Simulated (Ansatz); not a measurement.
WTe$_{2}$ (space group Pmn2_1)

```
WTe2
1.0
    3.44386     0.00000     0.00000
    0.00000     6.21566     0.00000
    0.00000     0.00000    13.84412
Te W
8 4
Direct
  0.00000   0.79273   0.40376
  0.50000   0.20727   0.90376
  0.00000   0.70151   0.85780
  0.50000   0.29849   0.35780
  0.50000   0.85677   0.15739
  0.00000   0.14323   0.65739
  0.50000   0.64704   0.61119
  0.00000   0.35296   0.11119
  0.00000   0.95786   0.01541
  0.50000   0.04214   0.51541
  0.00000   0.39764   0.49975
  0.50000   0.60236   0.99975
```

The slice is a (001) plane (indices of the conventional cell) through the point (0.000, 0.793, 0.404) (fractional), spanned by u = [100] and v = [010] in vectors of this cell: u (3.44 Å) and v (6.22 Å, at 90° to u). It covers one period; positions are fractions (u, v).

Computed with LDA (plane waves to 420 eV, PAW, scalar-relativistic; Ansatz, a quantum-chemistry and plane-wave program). k mesh 11×6×3. These are valence fields of a PAW run, semicore shells included where kept as valence: close to a nucleus they are smooth pseudo fields. At this level the bands of WTe2 touch or barely overlap. Spin-orbit coupling is left out, though Te and W are heavy. WTe2 is run without spin polarisation. WTe2 was relaxed with its symmetry unable to fall.

Q: Predict the map of the electrostatic potential energy of an electron, from the cell's mean on the slice.

A: 
```
v \ u  0.00  0.09  0.18   0.27   0.36  0.45  0.55   0.64   0.73  0.82  0.91
-----  ----  ----  ----  -----  -----  ----  ----  -----  -----  ----  ----
0.90      x     x     x  <-2.0    2.9   5.4   5.4    2.9  <-2.0     x     x
0.80    0.1   1.0   3.0    4.9    6.0   6.4   6.4    6.0    4.9   3.0   1.0
0.70    3.5   3.8   4.4    4.4    3.6   2.7   2.7    3.6    4.4   4.4   3.8
0.60    1.5   1.7   0.9  <-2.0      x     x     x      x  <-2.0   0.9   1.7
0.50    3.2   2.6  -0.6  <-2.0      x     x     x      x  <-2.0  -0.6   2.6
0.40    5.9   5.4   3.4   -1.4  <-2.0     x     x  <-2.0   -1.4   3.4   5.4
0.30    6.5   6.4   5.9    4.9    3.5   2.5   2.5    3.5    4.9   5.9   6.4
0.20    0.0   1.0   2.9    4.4    4.9   5.0   5.0    4.9    4.4   2.9   1.0
0.10      x     x     x  <-2.0    3.0   5.3   5.3    3.0  <-2.0     x     x
0.00      x     x     x      x    0.1   4.6   4.6    0.1      x     x     x
```

Values: electrostatic potential energy of an electron, from the cell's mean, in eV. Points within 1 Å of a nucleus are blanked (x), as the pseudised field means little there. Values under -2 eV are set to -2. The zero, the cell's mean, hangs on the PAW cores.
